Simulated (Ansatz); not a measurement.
A geometry of MoPt away from equilibrium: the start of the relaxation of a relaxed MoPt cell with every coordinate shifted by Gaussian noise of σ = 0.1 Å. Level of theory: PBEsol (plane waves to 420 eV, PAW, scalar-relativistic; Ansatz, a first-principles code). Γ-centred k-mesh 7×12×7 on the run's cell (coarser than for final values), Fermi–Dirac smearing 0.05 eV.

```xyz
4
Lattice="4.4550 0.0000 0.0000 0.0000 2.7188 0.0000 0.0000 0.0000 4.9132" Properties=species:S:1:pos:R:3:forces:R:3 pbc="T T T" free_energy=-34563.194 pressure_GPa=9.8
Mo     1.1351     0.0936     0.9562   -0.2190   -0.9941   -1.3726
Mo     3.5693    -0.0206     4.1270   -4.1442    0.0486    1.3605
Pt     1.0012     1.3517     3.3521    4.1524    0.1574   -0.8009
Pt     3.3217     1.2958     1.6346    0.2108    0.7882    0.8129
```

Positions in Å, forces in eV/Å, free energy of the cell in eV (comparable only within this code, potentials and settings). Largest force: 4.36 eV/Å, on Mo2 (atoms numbered as listed); the geometry lies 0.21 eV/atom above the end of its relaxation.

No spin polarisation in the result.

The cell that was disturbed is our relaxation of an entry of Materials Project.
